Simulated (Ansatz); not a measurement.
GaN (zinc blende, F-43m), the program Ansatz at the PBE level (PAW). The conduction-band minimum lies at Γ, with 1 equivalent valley. Second derivatives d²E/dk² of the lowest band at one valley (eV·Å²), along Cartesian directions:

```
direction  d²E/dk²
---------  -------
[100]        53.85
[010]        53.85
[001]        53.85
[110]        53.83
[101]        53.83
[011]        53.83
```

Q: Find the principal effective masses, the density-of-states mass and the conductivity mass.

A: Off-diagonal terms follow from H_xy = H[110] − (H_xx + H_yy)/2, and m*/mₑ = 7.620 eV·Å² over each eigenvalue: 0.14, 0.14, 0.14. One valley's DOS mass (m₁m₂m₃)^(1/3) = 0.14, conductivity mass 3/(Σ 1/mᵢ) = 0.14 mₑ.

Q: What effective density of states Nc follows at 300 K for parabolic valleys?

A: Nc = 2.509e19 × 1 × (0.14)^(3/2) ≈ 1.3e18 cm⁻³.

The cell was relaxed with PBE under the symmetry of its start. Spin–orbit coupling is left out wherever it is not named.

Potentials: the earlier of the program's two PAW sets.

Edges and masses are those of Kohn–Sham bands, whose gap is no quasiparticle gap.
